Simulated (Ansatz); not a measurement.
Input:

Sr$_{3}$Ti$_{2}$O$_{7}$:
```xyz
12
Lattice="-1.9511 1.9511 10.1719 1.9511 -1.9511 10.1719 1.9511 1.9511 -10.1719" Properties=species:S:1:pos:R:3 pbc="T T T"
Sr     0.0000     0.0000     6.4224
Sr     0.0000     0.0000    13.9214
Sr     0.0000     0.0000    10.1719
Ti     0.0000     0.0000     1.9846
Ti     0.0000     0.0000    18.3592
O      1.9511     0.0000     8.2163
O      0.0000     1.9511     1.9556
O      0.0000     1.9511     8.2163
O      1.9511     0.0000     1.9556
O      0.0000     0.0000    16.4063
O      0.0000     0.0000     3.9375
O      0.0000     0.0000     0.0000
```

This is the r²SCAN-relaxed structure. x, y and z are the axes in which the lattice vectors are written.

### Question
All from r²SCAN (plane waves, PAW; program Ansatz), unless another level is named. Estimate the Young's modulus.

### Answer
232 GPa.

### Question
Give the elastic constants (relaxed ions, GPa).

### Answer
C11 = 293, C12 = 81.6, C13 = 91.4, C33 = 273, C44 = 83.1, C66 = 102.

Space group I4/mmm. The workflow started from a Materials Project entry (that database holds measured and hypothetical structures alike); the Crystallography Open Database files this formula in space group No. 139, but the cells were not matched. Whether it is the stable phase at ambient conditions was not checked. The cell was relaxed with r²SCAN under the symmetry of its start; whether a distortion lowers the energy is not shown. The run is not spin-polarised.

Potentials: the later of the program's two PAW sets.
